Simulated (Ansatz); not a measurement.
Ga2O3:
Space group R-3m, hexagonal axes (No. 166); a = b = 2.9790 Å, c = 20.7118 Å, α = β = 90.00°, γ = 120.00°

```tsv
atom	site	symmetry	x	y	z
Ga	6c	3m	0.0000	0.0000	0.4006
O	3a	-3m	0.0000	0.0000	0.0000
O	6c	3m	0.0000	0.0000	0.2312
```
(The calculation used a cell of 5 atoms; values per cell refer to that cell.)

Relaxed with r²SCAN+D4. The program Ansatz at the r²SCAN+D4 level (PAW) gives a gap of 3.23 eV.

What gap does HSE06 give on the same cell (Ansatz, PAW)?

4.29 eV, 1.06 eV more. The hybrid was solved on a coarser mesh and at special points; its gap is the smallest among all of these.

Cost on shared cores: the r²SCAN+D4 run (SCF on a 11×11×11 mesh, then bands and DOS) very roughly 80 core-seconds, the HSE06 run (SCF on 6×6×6, then a few points) about 80 core-seconds (a rough figure); the tasks are unlike.

A made-up cell: these elements were put on the sites of a structure type; neither database checked (COD, Materials Project) lists it. It is not the phase usual at ambient conditions (space group No. 12, 167). The r²SCAN+D4 relaxation kept the symmetry of its start. At this level the phase is mechanically unstable. Scalar-relativistic: spin–orbit coupling is off unless named, which matters more the heavier the elements.

Potentials: the earlier of the program's two PAW sets.
